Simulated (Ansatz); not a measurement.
Sc₂BC₂:
```xyz
5
Lattice="-1.6667 1.6667 5.3297 1.6667 -1.6667 5.3297 1.6667 1.6667 -5.3297" Properties=species:S:1:pos:R:3 pbc="T T T"
B      0.0000     0.0000     0.0000
Sc     0.0000     0.0000     3.7045
Sc     0.0000     0.0000     6.9549
C      0.0000     0.0000     1.4769
C      0.0000     0.0000     9.1825
```

Relaxed with r²SCAN. Special points in fractions of this cell's reciprocal vectors: Γ (0.000, 0.000, 0.000); X (0.000, 0.000, 0.500); P (0.250, 0.250, 0.250); N (0.000, 0.500, 0.000); M (0.500, 0.500, -0.500); S (0.274, 0.726, -0.274); S0 (-0.274, 0.274, 0.274); R (-0.049, 0.049, 0.500); G (0.500, 0.500, -0.049).

Question: List the band energies nearest the Fermi level at these points for r²SCAN (plane waves, PAW; program Ansatz).

Answer: In eV from the Fermi level; about four levels below and three above (degenerate sets whole), none deeper than 8.9 eV; points with the same levels are listed once.

```tsv
k	below	above
Γ	-2.28 -2.28 -0.22 -0.22	0.07 0.49 1.20
X	-3.48 -2.61 -1.56 -1.08	1.26 1.91 3.65
P	-4.71 -3.58 -2.30 -2.30	0.17 0.17 2.06
N	-3.60 -3.33 -2.13 -0.37	3.09 3.16 3.38
M	-4.69 -2.13 -2.13 -0.26	0.12 0.12 1.40 1.40
S	-3.30 -3.05 -2.08 -0.43	2.53 3.22 3.83
R	-3.55 -2.68 -1.55 -1.05	1.38 1.84 3.53
```

Space group I4/mmm. The workflow started from an entry of the Crystallography Open Database (COD). Its standing as an ambient phase is unchecked. The r²SCAN relaxation kept the symmetry of its start; its stability against distortions is not shown here. The run is not spin-polarised.

Potentials: the later of the program's two PAW sets.
